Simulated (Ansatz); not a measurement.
## Si2Mo — electric field gradients

The cell is an entry of the Crystallography Open Database (COD).

```yaml
crystal:
  lattice:
    - [-1.60000, 1.60000, 3.93050]
    - [1.60000, -1.60000, 3.93050]
    - [1.60000, 1.60000, -3.93050]
  atoms:
    - { symbol: Si, position: [0.33300, 0.33300, 0.00000] }
    - { symbol: Si, position: [0.66700, 0.66700, 0.00000] }
    - { symbol: Mo, position: [0.00000, 0.00000, 0.00000] }
```

Atom numbers follow the list; atoms alike are taken as one site, whose name carries the number of the first.

Computed with Ansatz: DFT, PBE, plane waves and PAW, scalar-relativistic, 420 eV cutoff, Γ-centred 19×19×19 k-points, Fermi–Dirac smearing 0.02 eV.

Conventions: |V_zz| ≥ |V_yy| ≥ |V_xx|, η = (V_xx − V_yy)/V_zz, C_Q = eQV_zz/h.

⁹⁵Mo: I = 5/2, Q = -22.00 mb. Quadrupole moments are those of Pyykkö's year-2017 table.

(1) Which values are expected at the nuclei?

Answers

(1) 

```
site  atoms (order as listed)                          first shell  V_xx, V_yy, V_zz (10²¹ V/m²)     η  C_Q (MHz)
  Si                     1, 2  5 Si at 2.61–2.63 Å, 5 Mo at 2.62 Å             0.58, 0.58, -1.17  0.00          –
  Mo                        3                      10 Si at 2.62 Å             2.90, 2.90, -5.80  0.00       3.09
```

An axis of threefold or higher order runs through Si and Mo, so V_zz lies along it and η is zero.

Si has no stable isotope with a ground-state quadrupole moment in the table, so no C_Q is given.

The largest force is 0.3 eV/Å, so the atoms aren't at the calculated equilibrium and relaxing them would move these values. With no gap above 0.1 eV, as in a metal, the gradients converge slowly in k; expect changes of a tenth or more on a denser mesh. Without spin–orbit coupling (the program notes it for Mo) the gradients can shift somewhat, as the gap is small.
